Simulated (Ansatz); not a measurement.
Crystals of one structure type (zinc blende) and one family of elements, relaxed and computed with DFT-r²SCAN in the program Ansatz with PAW potentials.

| crystal | V (Å³/atom) | highest Γ mode, no LO–TO term (cm⁻¹) |
|---|---|---|
| BN | 5.88 | 1044 |
| BP | 11.67 | 818 |
| BAs | 13.69 | 697 |
| GaP | 20.25 | 360 |
| GaAs | 22.74 | ? |
| InAs | 28.49 | 210 |
| GaSb | 28.81 | 224 |

### Question
Fit a straight line to ln ω against ln V and predict the withheld value.

### Answer
Least squares on the 6 shown rows: ln ω = -1.08 × ln V + (9.123), with a scatter of 19 %. For GaAs this gives 314. The run itself gave 265, within the scatter.

All cells were relaxed under the symmetry of their starts (and spin orders); stability against distortions was not tested throughout. Spin–orbit coupling is left out wherever it is not named.

Potentials: the later of the program's two PAW sets.
